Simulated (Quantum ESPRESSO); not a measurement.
## Band energies of Al$_{2}$O$_{3}$

```
Al2O3
1.0
    2.40251     1.38709     4.37208
   -2.40251     1.38709     4.37208
    0.00000    -2.77419     4.37208
O Al
6 4
Direct
  0.94386   0.55614   0.25000
  0.05614   0.44386   0.75000
  0.25000   0.94386   0.55614
  0.75000   0.05614   0.44386
  0.55614   0.25000   0.94386
  0.44386   0.75000   0.05614
  0.14790   0.14790   0.14790
  0.85210   0.85210   0.85210
  0.35210   0.35210   0.35210
  0.64790   0.64790   0.64790
```

norm-conserving PBEsol (Quantum ESPRESSO, 84 Ry, no spin-orbit coupling); path ΓLB1,BZΓX,QFP1Z,LP; energies in eV from the valence-band maximum.

```csv
k (1/Å),point,band 20,band 21,band 22,band 23,band 24,band 25,band 26,band 27
0.00,Γ,-0.46,-0.46,-0.03,-0.03,0.00,5.82,8.80,10.34
0.20,,-0.64,-0.59,-0.25,-0.04,-0.02,6.20,9.09,10.06
0.59,,-1.32,-0.87,-0.58,-0.23,-0.20,8.11,9.34,9.61
0.79,L,-1.29,-0.86,-0.86,-0.25,-0.25,9.07,9.07,9.28
1.00,,-1.24,-0.82,-0.82,-0.27,-0.27,9.01,9.01,9.38
1.20,,-1.19,-0.80,-0.80,-0.32,-0.32,9.01,9.01,9.61
1.40,B1,-1.14,-0.81,-0.81,-0.47,-0.47,9.34,9.34,9.74
1.40,B,-1.14,-0.81,-0.81,-0.47,-0.47,9.34,9.34,9.74
1.87,,-1.46,-0.60,-0.60,-0.42,-0.42,8.63,8.63,10.66
2.10,Z,-1.94,-0.35,-0.35,-0.35,-0.35,8.29,8.29,10.75
2.46,,-1.10,-0.47,-0.47,-0.09,-0.09,6.81,8.84,10.22
2.82,Γ,-0.46,-0.46,-0.03,-0.03,0.00,5.82,8.80,10.34
3.01,,-0.66,-0.56,-0.27,-0.03,-0.01,6.18,9.10,10.03
3.39,,-1.37,-0.85,-0.52,-0.23,-0.10,7.97,9.23,9.68
3.78,X,-1.06,-0.84,-0.81,-0.53,-0.25,9.12,9.17,9.39
3.78,Q,-1.06,-0.84,-0.81,-0.53,-0.25,9.12,9.17,9.39
4.13,F,-1.26,-0.97,-0.88,-0.70,-0.23,9.31,9.36,9.54
4.13,P1,-1.03,-0.98,-0.82,-0.71,-0.43,9.38,9.59,9.81
4.43,,-1.21,-0.76,-0.68,-0.48,-0.47,8.83,8.84,10.37
4.58,,-1.59,-0.47,-0.45,-0.39,-0.38,8.44,8.44,10.68
4.73,Z,-1.94,-0.35,-0.35,-0.35,-0.35,8.29,8.29,10.75
4.73,L,-1.29,-0.86,-0.86,-0.25,-0.25,9.07,9.07,9.28
4.98,,-1.11,-1.00,-0.76,-0.43,-0.34,8.97,9.16,9.43
5.23,P,-1.03,-0.98,-0.82,-0.71,-0.43,9.38,9.59,9.81
```

The PBEsol gap is direct, 5.82 eV at Γ.

Geometry of the Materials Project entry, not relaxed at this level.
